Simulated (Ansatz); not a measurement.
Ansatz (a program for electronic structure) input:

Ansatz 0.2 input:
```yaml
crystal:
  lattice:
    - [3.5942426194, 6.2206580618, 0.0]
    - [-3.5942426194, 6.2206580618, 0.0]
    - [-2.3665357976, 0.0, 6.4804489042]
  atoms:
    - { symbol: Bi, position: [0.1663677607, 0.1663677607, 0.0] }
    - { symbol: Bi, position: [0.8336322393, 0.8336322393, 0.0] }
    - { symbol: Br, position: [0.0738629822, 0.582856472, 0.7468789833] }
    - { symbol: Br, position: [0.9261370178, 0.417143528, 0.2531210167] }
    - { symbol: Br, position: [0.582856472, 0.0738629822, 0.2531210167] }
    - { symbol: Br, position: [0.417143528, 0.9261370178, 0.7468789833] }
    - { symbol: Br, position: [0.7627395705, 0.2372604295, 0.740529942] }
    - { symbol: Br, position: [0.2372604295, 0.7627395705, 0.259470058] }
kpoints:
  mp_grid: { grid: [5, 5, 5] }
hamiltonian:
  xc: r2scan
  dispersion: d4
  pseudopotentials: { kind: paw }
scf:
  occupations: { method: fixed }
checkpoint: { read: static.run }
output: { write_density: true, elf: true, volumetric_format: npy }
basis: { fft_grid_basis: typed }
```

Output (shortened):

```
Pseudopotential: Bi, paw, valence charge 15
Pseudopotential: Br, paw, valence charge 7
Functional definition: r2SCAN
Crystal: 8 atoms, lattice volume = 289.787 Å³
Basis set: ecut = 500 eV, 7339 PW (Γ), exchange–correlation on 216×216×216 points (64 copies of the dense FFT grid, shifted against one another)
Bands: 44, of which v1, the nominal top of the filled ones, is band 36 counted from 1 (35 counted from 0)
Symmetry: 4 space group operations
Space group: C2/m (ITA 12), of the structure as read, at distance tolerance 6.6e-5 Å
k-points: 39 of 125
Stability of the state it starts from, as read at its close in the unpolarized treatment …
iter 1 solved again at ethr=3.96e-7 eV; its pass at ethr=3.10e-3 eV (dr2=2.85e-4 eV) is discarded
SCF iter   1: F=—  HF=-41586.740480 eV  |F-HF|=—  |Δ(HF+E_count)|=         —  Δρ=1.30e-6  dr2=4.19e-9  dr2_τ=7.40e-10  ethr=3.96e-7  ⟨swp⟩=4.2  Hψ=11527  notcnv=0  defer=234
preconditioner: auto → Resta (q_TF=auto, 2.163 Å⁻¹)
SCF iter   2: F=—  HF=-41586.740588 eV  |F-HF|=—  |Δ(HF+E_count)|=   1.08e-4  Δρ=7.02e-7  dr2=1.70e-9  dr2_τ=7.25e-10  ethr=5.82e-12  ⟨swp⟩=19.4  Hψ=11642  notcnv=0
SCF iter   3: F=-41586.740588 eV  HF=-41586.740588 eV  |F-HF|=2.84e-10  |Δ(HF+E_count)|=  3.71e-10  Δρ=4.16e-7  dr2=4.68e-10  dr2_τ=9.28e-11  ethr=2.37e-12  ⟨swp⟩=1.0  Hψ=3651  notcnv=0
SCF 1 converged in 3 iterations: F = -41586.740588 eV  dr2 = 4.68e-10
SCF converged after 3 iterations
Free energy (F): -41586.740588 eV
Harris-Foulkes:  -41586.740588 eV  (|F-HF|=2.84e-10)
Internal energy: -41586.740588 eV  (E = F + TS)
E sigma→0 (E₀):  -41586.740588 eV
Fermi energy:    2.158752 eV
--- Per-component energies (eV) ---
  E_band       = -569.326519
  E_kinetic    = 1398.722423
  E_local      = -5895.756357  (includes V_loc(G=0)·N_el)
  E_nonlocal   = 1548.433479
  E_hartree    = 1987.910742
  E_xc         = -1785.272827
  E_vxc        = -998.580299  (∫ρ·V_xc dr)
  E_paw        = -34997.333960  (= ΣΔE_a)
  E_vpaw       = -654.298001  (= ΣTr[D̂ρ^β])
  E_aug_tail   = -0.000596  (compensation charges beyond the density's cutoff)
  E_vtau       = 56.331121  (kinetic-family band-sum trace: ∫τ·v_τ [+ j·A + Jᵃ·Aᵃ] dr)
  E_ewald      = -3843.457221
  E_disp       = -0.788204  (pairwise vdW)
  E_core_change = 0.801932  (= ΣΔE_core)
  E_smearing   =  0.000000  (= −TS)
  E_closure    = 0.000000  (closes the sum)
  Σ components = -41586.740588   (vs F -41586.740588, Δ=0.00e0)
  [band-id]    e_kinetic+e_local+e_nonlocal+2·e_hartree+e_vxc+e_vpaw+e_augmentation_tail+e_vtau = -569.326745   (vs E_band -569.326519, Δ=-2.26e-4)
--- Band table (eV; the first three rows and the last of 39) ---
  k-point 0: bands = ["-20.9166", "-20.9162", "-20.9077", "-20.9071", "-20.8923", "-20.8883", "-20.8882", "-20.8842", "-20.8840", "-20.8821", "-12.5931", "-11.6993", "-11.6644", "-11.6478", "-11.5331", "-11.5234", "-7.9786", "-7.0356", "-1.4182", "-1.3382", …
  k-point 1: bands = ["-20.9166", "-20.9162", "-20.9077", "-20.9071", "-20.8923", "-20.8883", "-20.8882", "-20.8842", "-20.8840", "-20.8821", "-12.5590", "-11.7507", "-11.6632", "-11.6502", "-11.5345", "-11.5206", "-7.9785", "-7.0005", "-1.3472", "-1.3270", …
  k-point 2: bands = ["-20.9166", "-20.9162", "-20.9077", "-20.9071", "-20.8923", "-20.8883", "-20.8882", "-20.8842", "-20.8840", "-20.8821", "-12.4935", "-11.8434", "-11.6610", "-11.6543", "-11.5369", "-11.5162", "-7.9782", "-6.9438", "-1.4075", "-1.2990", …
  k-point 38: bands = ["-20.9262", "-20.9156", "-20.9078", "-20.8973", "-20.8934", "-20.8915", "-20.8906", "-20.8830", "-20.8818", "-20.8794", "-12.2258", "-12.0647", "-11.7605", "-11.6593", "-11.5807", "-11.5041", "-7.5354", "-7.3111", "-1.4367", "-0.9951", …
```

Cost: about 40 core-seconds (a rough figure) on shared cores.

The first step of the workflow began from a Materials Project structure, measured or hypothetical; the Crystallography Open Database files this formula in space group No. 12, but the cells were not matched. Its standing as an ambient phase is unchecked. Symmetry was held in the r²SCAN+D4 relaxation; its stability against distortions is not shown here. Spin–orbit coupling is left out wherever it is not named.

Potentials: the later of the program's two PAW sets.

Ansatz is a plane-wave DFT program.
